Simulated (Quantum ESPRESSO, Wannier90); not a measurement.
## Wannierisation of Pb2SeS (P4/mmm)

```xyz
4
Lattice="4.2971 0.0000 0.0000 0.0000 4.2971 0.0000 0.0000 0.0000 6.0924" Properties=species:S:1:pos:R:3 pbc="T T T"
Pb     0.0000     0.0000     0.0000
Pb     2.1486     2.1486     3.0462
Se     2.1486     2.1486     0.0000
S      0.0000     0.0000     3.0462
```

Cell from Materials Project (mp-1219943), symmetrised, no further relaxation. Not found in the COD (Crystallography Open Database) copy used; not checked further. Method: PBEsol plane waves in Quantum ESPRESSO 7.5 (PseudoDojo norm-conserving files, 69 Ry, spinors with spin-orbit coupling), Bloch states on a 4×4×4 mesh through Γ, Wannier90 4.0.1. Density: 8×8×6 mesh, Gaussian smearing 0.01 Ry. With spin-orbit coupling a semilocal functional can close or falsely invert a small gap; the band order was not checked against a better method.

A tight-binding model is made by disentanglement and projection with no localisation steps (num_iter = 0), so the 32 orbitals stay atom-like: hydrogen-like Pb: s;p; Se: s;p; S: s;p, axes along x, y, z; frozen window up to 3.00 eV relative to the Fermi level. It follows pw.x to 5.9 meV rms for states up to 1.0 eV relative to the Fermi level. Matrix elements depend on this choice of orbitals and windows.

### Question
What are the on-site energies relative to the Fermi level, and how fast do the hoppings decay?

### Answer
| atom | orbitals | energy (eV) |
|---|---|---|
| Pb1 | s↑ s↓ | -6.83 |
| Pb1 | pz↑ pz↓ px↑ px↓ py↑ py↓ | 1.87 |
| Pb2 | s↑ s↓ | -6.81 |
| Pb2 | pz↑ pz↓ px↑ px↓ py↑ py↓ | 1.92 |
| Se3 | s↑ s↓ | -11.83 |
| Se3 | pz↑ pz↓ px↑ px↓ py↑ py↓ | -1.19 |
| S4 | s↑ s↓ | -11.34 |
| S4 | pz↑ pz↓ px↑ px↓ py↑ py↓ | -1.35 |

```csv
distance of the centres (Å),largest modulus (eV)
3–4,1.9
4–5,0.37
5–6,0.011
6–7,0.38
7–8,0.0059
```

Effective spin-orbit constants λ of λ L·S, from the same-site elements px↑–py↑ (λ/2) and dx2-y2↑–dxy↑ (λ), where they are among the larger elements: Pb2 p 1.2 eV, Pb1 p 1.2 eV.
